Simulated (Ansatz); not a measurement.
ZrMo (CsCl type, space group No. 221) under volume change, PBEsol (plane waves, PAW; program Ansatz), scaled uniformly.

```tsv
V (Å³/atom)	E − E(relaxed) (meV/atom)	P (GPa)
16.343	85.1	18.15
16.882	36.0	11.22
17.421	8.6	5.22
17.960	0.0	0.00
18.498	7.8	-4.53
19.037	29.8	-8.44
19.576	64.0	-11.82
```

Task: What does a third-order Birch–Murnaghan fit give for V₀, B₀ and B′?

Result: V₀ = 17.96 Å³/atom, B₀ = 161 GPa, B′ = 3.7.

Space group Pm-3m (CsCl type). The start of the workflow was typed in or built on a structure type; neither database checked (COD, Materials Project) lists it. Whether it is the stable phase at ambient conditions was not checked. The cell was relaxed with PBEsol under the symmetry of its start; of distortions, only those at the zone centre were tested. The run is not spin-polarised.

Potentials: the earlier of the program's two PAW sets.
